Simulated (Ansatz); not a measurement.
Consider the following.

Si2W:
Space group I4/mcm (No. 140); a = b = 6.0028 Å, c = 5.1804 Å, α = β = γ = 90.00°

```csv
atom,site,symmetry,x,y,z
Si,8h,m.2m,0.3597,0.1403,0.0000
W,4a,422,0.0000,0.0000,0.2500
```
(The calculation used a cell of 6 atoms; values per cell refer to that cell.)

This is the PBE-relaxed structure.

All from the program Ansatz at the PBE level (PAW), unless another level is named. Give the electronic character.

metallic (no gap).

What about the density of states at the Fermi level?

0.13 states/eV per atom (mean over ±0.08 eV).

What about the formation energy from the elements (no fitted shifts)?

-0.008 eV/atom.

A made-up cell: these elements were put on the sites of a structure type; neither database checked (COD, Materials Project) lists it. It is not the phase usual at ambient conditions (space group No. 139). The cell was relaxed with PBE under the symmetry of its start; its stability against distortions is not shown here. No spin polarisation was allowed. The references are the lowest solids computed at this level, not always the standard phases. Scalar-relativistic: spin–orbit coupling is off unless named, which matters more the heavier the elements.

Potentials: the later of the program's two PAW sets.
